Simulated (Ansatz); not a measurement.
A geometry of SnO away from equilibrium: the start of the relaxation of a generated trial cell of SnO in the litharge structure type. These are r2SCAN (plane waves to 500 eV, PAW, scalar-relativistic; Ansatz, a program for electronic structure) values and carry that method's errors. Γ-centred k-mesh 6×6×5 on the run's cell (coarser than for final values), Fermi–Dirac smearing 0.05 eV.

```xyz
4
Lattice="3.7301 0.0000 0.0000 0.0000 3.7301 0.0000 0.0000 0.0000 4.7002" Properties=species:S:1:pos:R:3:forces:R:3 pbc="T T T" free_energy=-13214.700 pressure_GPa=8.1
Sn     1.8650     0.0000     1.1130    0.0000    0.0000    1.1207
Sn     0.0000     1.8650     3.5872    0.0000    0.0000   -1.1207
O      0.0000     0.0000     0.0000    0.0000    0.0000    0.0000
O      1.8650     1.8650     0.0000    0.0000    0.0000    0.0000
```

Positions in Å, forces in eV/Å, free energy of the cell in eV (comparable only within this code, potentials and settings). Largest force: 1.12 eV/Å, on Sn1, Sn2 (atoms numbered as listed); the geometry lies 0.03 eV/atom above the end of its relaxation.

No spin polarisation in the result.

The run could not lose the symmetry of its start; a randomly shaken copy of 4 atoms returns to this structure.
